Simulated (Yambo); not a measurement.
Yambo run on a free-standing CaHI monolayer (symmetry P4/nmm, slab cell 20.2 Å high). The wavefunctions are PBEsol (pw.x of Quantum ESPRESSO, ONCV potentials, with spin-orbit coupling) ones on a 4×4×1 mesh (36 occupied bands); a = 3.963 Å, b = 3.963 Å, c = 20.200 Å, α = 90.00°, β = 90.00°, γ = 90.00°.

Yambo input:

```
rim_cut
gw0
dyson
el_el_corr
HF_and_locXC
ppa
em1d
rim_w
RandQpts= 1000000
RandGvec= 2 Ry
CUTGeo= "slab z"
EXXRLvcs= 72 Ry
VXCRLvcs= 288 Ry
Chimod= "HARTREE"
% BndsRnXp
 1 | 244 |
%
NGsBlkXp= 5 Ry
% LongDrXp
 1.0 | 1.0 | 0.0 |
%
RandGvecW= 668 mRy
PPAPntXp= 27.2114 eV
% GbndRnge
 1 | 98 |
%
GTermKind= "BG"
DysSolver= "n"
ExtendOut
% QPkrange
 1 | 1 | 36 | 37 |
 2 | 2 | 36 | 36 |
%
```

k points by index: 1 = Γ, 2 = (0, 0.25).

The o-*.qp file then holds:

```
#    K-point    Band    Eo [eV]    E [eV]    E-Eo [eV]    Vxc [eV]    Vnlxc [eV]    Sc|Eo [eV]    Sc|E [eV]    dSc/dw|Eo [eV]    Re(Z)    Im(Z)
#
    1    36    -0.015351    -0.895187    -0.879836    -11.36761    -13.99195    1.556523    1.744509    -5.813063    0.823974    -0.001611
    1    37    3.582944    5.367954    1.785011    -11.39727    -5.984359    -3.248148    -3.627898    -5.788254    0.824592    -0.001953
    2    36    0.000000    -0.905279    -0.905279    -11.24297    -13.91654    1.572230    1.768296    -5.892501    0.821996    -0.001648
```
(The two width columns are left out.) Convergence of these settings isn't established.

Geometry relaxed with PBEsol.

This is a model layer cut from the bulk structure; whether it is stable on its own was not checked.
